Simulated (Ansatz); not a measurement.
## Slab of bcc V (111), 5 layers

The slab is cut from the bcc crystal, the stable phase, as relaxed on PAW files (13.46 Å³/atom), with 16 Å of vacuum and a dipole correction:

```
CELL_PARAMETERS angstrom
4.23854 0.00000 0.00000
-2.11927 3.67068 0.00000
0.00000 0.00000 19.46080
ATOMIC_POSITIONS crystal
V 0.83333 0.16667 0.41108
V 0.16667 0.83333 0.45554
V 0.50000 0.50000 0.50000
V 0.83333 0.16667 0.54446
V 0.16667 0.83333 0.58892
```

All numbers are PBE results (scalar-relativistic) from Ansatz 0.2.0, with a Γ-centred 9×9×1 k mesh, Fermi–Dirac smearing of 0.05 eV, no spin polarisation. Methods: LAPW: all electrons, basis error target 1 meV/atom; PAW: frozen-core files, cutoff 420 eV.

The bulk energy comes from a cell in the slab's orientation on a 9×9×13 mesh. The surface energy is (E(slab) − N·E(bulk))/2A at zero smearing, the mean of both faces; thin slabs carry quantum-size effects.

The cell is 1×1, so reconstructions are forbidden, and in slabs of four or five layers the relaxations can be far larger than at a real surface.

Problem. As cut, the LAPW slab lies 5.945 eV above 5 atoms of bulk. What surface energy is that?

Solution. Over two faces of 15.56 Å² it is 191.1 meV/Å², and times 16.02 J/m² per eV/Å² that gives γ = 3.061 J/m².

Problem. What do relaxation and the other method give, and what work function comes out?

Solution. 

| method | γ as cut (J/m²) | γ relaxed (J/m²) | Φ as cut (eV) | Φ relaxed (eV) |
| --- | --- | --- | --- | --- |
| LAPW | 3.061 | 2.642 | 3.48 | 3.70 |
| PAW | 3.059 | 2.641 | 3.48 | 3.70 |

Problem. How do the spacings between the planes relax?

Solution. From the bottom face up: d12 -5.2 % of 0.865 Å, d23 -21.1 % of 0.865 Å, d34 -21.1 % of 0.865 Å, d45 -5.2 % of 0.865 Å.

Problem. What changes if the vacuum is set to 22 Å?

Solution. LAPW then gives: no gap, work function 3.70 eV; PAW: no gap, work function 3.70 eV.

Problem. What changes if the images along the normal are cut off in place of the dipole correction?

Solution. LAPW then gives: no gap, work function 3.70 eV; PAW: no gap, work function 3.70 eV.
